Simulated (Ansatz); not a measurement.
Calculated ²⁵Mg NMR of the central transition for MgNb4O10

Cell: a Materials Project structure (computed, not necessarily an observed phase).

```yaml
crystal:
  lattice:
    - [5.11302, 0.00000, 0.00000]
    - [0.00612, 5.68944, 0.00000]
    - [2.49019, 1.57974, 6.37087]
  atoms:
    - { symbol: Mg, position: [0.23825, 0.34977, 0.05699] }
    - { symbol: Nb, position: [0.87312, 0.27419, 0.74042] }
    - { symbol: Nb, position: [0.59376, 0.19796, 0.33744] }
    - { symbol: Nb, position: [0.13036, 0.73176, 0.27275] }
    - { symbol: Nb, position: [0.39827, 0.79535, 0.68002] }
    - { symbol: O, position: [0.87280, 0.37044, 0.39277] }
    - { symbol: O, position: [0.24831, 0.15029, 0.60377] }
    - { symbol: O, position: [0.13357, 0.63904, 0.59088] }
    - { symbol: O, position: [0.74024, 0.84740, 0.39980] }
    - { symbol: O, position: [0.13593, 0.72779, 0.00031] }
    - { symbol: O, position: [0.89377, 0.24654, 0.01136] }
    - { symbol: O, position: [0.42009, 0.49869, 0.22978] }
    - { symbol: O, position: [0.65503, 0.99920, 0.76938] }
    - { symbol: O, position: [0.55427, 0.48015, 0.78028] }
    - { symbol: O, position: [0.33815, 0.03668, 0.20814] }
```

Atom numbers follow the list; atoms alike are taken as one site, whose name carries the number of the first.

Method: Kohn–Sham DFT in Ansatz, r2SCAN, plane waves and PAW, scalar-relativistic, 500 eV cutoff, Γ-centred 6×6×5 k-points, Fermi–Dirac smearing 0.05 eV.

²⁵Mg has I = 5/2 and Q = 199.4 mb (Pyykkö 2018); at 7.05 T its Larmor frequency is ν₀ = 18.4 MHz. Only the quadrupole interaction is simulated: positions count from each site's isotropic chemical shift, and shift anisotropy, dipolar and J coupling are left out.

Problem. Give C_Q, η, the quadrupolar product P_Q = |C_Q|(1 + η²/3)^½, the second-order isotropic shift and the breadth of the pattern (static powder) for each Mg site.

Solution. 

```json
{"site": "Mg", "first shell": "6 O at 2.01–2.46 Å", "C_Q (MHz)": "6.94", "η": "0.57", "P_Q (MHz)": "7.31", "δ_QIS (ppm)": "-948", "breadth (kHz)": "124"}
```

δ_QIS = −(ν_Q²/30ν₀²)[I(I+1) − 3/4](1 + η²/3) × 10⁶ ppm with ν_Q = 3|C_Q|/[2I(2I−1)]; it falls as 1/B₀² in ppm, and the breadth as 1/B₀ in kHz.

At this cell the r2SCAN pressure is -9 GPa, so with r2SCAN the cell would shrink if it were relaxed. The entry's cell may itself be off. The largest force is 0.7 eV/Å, so the atoms aren't at the calculated equilibrium and relaxing them would move these values.

Hardware: 1 thread of Arm Neoverse V1 (aarch64; 8 cores open to the job, memory cap 3.0 GiB, no GPU), a shared host with a load of 0.5 a core. Wall time 6.8 min, CPU time 6.8 min, peak memory 1.5 GiB.
